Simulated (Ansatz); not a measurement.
Consider the following.

N:
Space group P4₂/mnm (No. 136); a = 4.203 Å, b = 4.203 Å, c = 5.393 Å, α = 90.00°, β = 90.00°, γ = 90.00°

| atom | site | symmetry | x | y | z |
|---|---|---|---|---|---|
| N | 4f | m.2m | 0.0919 | 0.0919 | 0.0000 |

This is the r²SCAN-relaxed structure.

Question: All from r²SCAN (plane waves, PAW; program Ansatz), unless another level is named. Give the band gap.

Answer: 7.90 eV (indirect).

Question: Predict the smallest direct gap on the standard path.

Answer: 8.03 eV.

Question: Next, the valence-band maximum?

Answer: at A.

Question: Predict the conduction-band minimum.

Answer: at Γ.

Space group P4_2/mnm. The workflow started from a Materials Project entry (that database holds measured and hypothetical structures alike); the Crystallography Open Database copy checked does not list it. It is not the usual solid phase (space group No. 205). The cell was relaxed with r²SCAN under the symmetry of its start; its stability against distortions is not shown here. The substance is a gas or liquid at ambient conditions. A crystal of weakly bound molecules computed without a dispersion correction: the cell and the soft elastic constants depend strongly on that.

Potentials: the later of the program's two PAW sets.
